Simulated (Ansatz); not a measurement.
Cu₂WSe₄:
```
CELL_PARAMETERS angstrom
      5.52900     0.00000     0.00000
      0.00000     5.52900     0.00000
      0.00000     0.00000    32.00000
ATOMIC_POSITIONS crystal
  Cu 0.50000 0.00000 0.50000
  Cu 0.00000 0.50000 0.50000
  W  0.50000 0.50000 0.50000
  Se 0.25719 0.74281 0.45604
  Se 0.74281 0.74281 0.54396
  Se 0.74281 0.25719 0.45604
  Se 0.25719 0.25719 0.54396
```
Free-standing layer in the xy plane with vacuum along z and no interaction between images.

Relaxed with r²SCAN+D4. r²SCAN+D4 (plane waves, PAW; program Ansatz) gives a gap of 1.45 eV.

**Question.** What gap does HSE06 give on the same cell (Ansatz, PAW)?

**Answer.** 2.05 eV, 0.60 eV more. The hybrid was solved on a coarser mesh and at special points; its gap is the smallest among all of these.

```json
[
 {"k": "Γ", "v1 r²SCAN+D4": "-0.77", "c1 r²SCAN+D4": "1.45", "v1 HSE06": "-0.92", "c1 HSE06": "2.05"},
 {"k": "M", "v1 r²SCAN+D4": "0.00", "c1 r²SCAN+D4": "1.80", "v1 HSE06": "___", "c1 HSE06": "___"},
 {"k": "X", "v1 r²SCAN+D4": "-0.31", "c1 r²SCAN+D4": "1.53", "v1 HSE06": "___", "c1 HSE06": "___"}
]
```

**Question.** Top valence (v1) and lowest conduction level (c1) in eV from each method's valence maximum (which need not be a listed point): supply the withheld HSE06 values.

**Answer.** 
- M, v1 HSE06: 0.00
- M, c1 HSE06: 2.45
- X, v1 HSE06: -0.31
- X, c1 HSE06: 2.15

Cost on shared cores: the r²SCAN+D4 run (SCF on a 6×6×1 mesh, then bands and DOS) roughly 10 core-minutes, the HSE06 run (SCF on 4×4×1, then a few points) very roughly 70 core-minutes; the tasks are unlike.

Space group P-42m. The layer was cut from a bulk entry of the Materials Project (measured or hypothetical); whether that bulk phase is the ambient one, and whether the layer has been isolated, was not checked. The cell was relaxed with r²SCAN+D4 under the symmetry of its start; its stability against distortions is not shown here. The workflow began spin-polarised and lost its moments. Scalar-relativistic: spin–orbit coupling is off unless named, which matters more the heavier the elements.

Potentials: the later of the program's two PAW sets.
